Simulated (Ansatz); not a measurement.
Trial structure of Er2AlAs3, not yet relaxed:

Space group P-4m2 (No. 115). a = 3.934 Å, b = 3.934 Å, c = 8.683 Å, α = 90.00°, β = 90.00°, γ = 90.00°
```json
{"atom": "Er", "site": "2g", "symmetry": "2mm.", "x": "0.0000", "y": "0.5000", "z": "0.7365"}
{"atom": "Al", "site": "1a", "symmetry": "-4m2", "x": "0.0000", "y": "0.0000", "z": "0.0000"}
{"atom": "As", "site": "1b", "symmetry": "-4m2", "x": "0.5000", "y": "0.5000", "z": "0.0000"}
{"atom": "As", "site": "2g", "symmetry": "2mm.", "x": "0.0000", "y": "0.5000", "z": "0.3835"}
```

Method: Ansatz 0.2.0, DFT PBE, scalar-relativistic, plane waves, PAW, and for the lanthanide a 4f-in-core norm-conserving potential. Settings: cutoff 770 eV, Γ-centred mesh 4×4×2 on the computed 6-atom cell, Gaussian smearing of 0.10 eV; no spin polarisation.

The zero of energy is the elements' standard structures at the same level; no fitted shifts are applied.

Task: What does a single point on this coarse mesh give?

Result: The pressure is -2.1 GPa (the mean over three directions, positive in compression), the largest force is 1.36 eV/Å, and the energy is −0.68 eV/atom against the elements. The shortest distance is 2.78 Å.

Task: Is it a good guess?

Result: A fair one: relaxing gains about 0.16 eV/atom (the start's value is from the coarse mesh, so the gain is rough) in 13 ionic steps and ends at −0.84 eV/atom on the finer mesh. The symmetry stays P-4m2 (No. 115). The volume per atom shrinks by 4.2 %, from 22.4 to 21.5 Å³. The shortest distance goes from 2.78 Å (Al–As) to 2.82 Å (Al–As). Conventional cell: a = 3.988 Å, c = 8.097 Å. Around Er lie 5 As at 2.82–2.90 Å, 2 Al at 3.22 Å and 2 As at 3.22 Å; Al has 4 As at 2.82 Å, 4 Er at 3.22 Å and 4 As at 3.33 Å; around As on a site of symmetry -4m2 lie 4 Al at 2.82 Å, 4 Er at 3.22 Å and 4 As at 3.33 Å; 1 more site not described.

The last run used a 10×10×6 mesh (in the run's order of axes) for its 6-atom cell and Gaussian smearing of 0.10 eV. The reference form of As is held partly by dispersion forces, which this level lacks. The relaxation can't lower the symmetry of the start, and the grade says only how near the guess is to its own end. A structure relaxed within its symmetry needn't be a true minimum.

The lanthanide is trivalent by construction, without f bands, f moments or other valences. The reference runs of the other elements, and any phases without the lanthanide, used 420 eV, which shifts energies against them by under 10 meV/atom. The lanthanide's reference is the lowest of its hcp, dhcp and fcc cells.
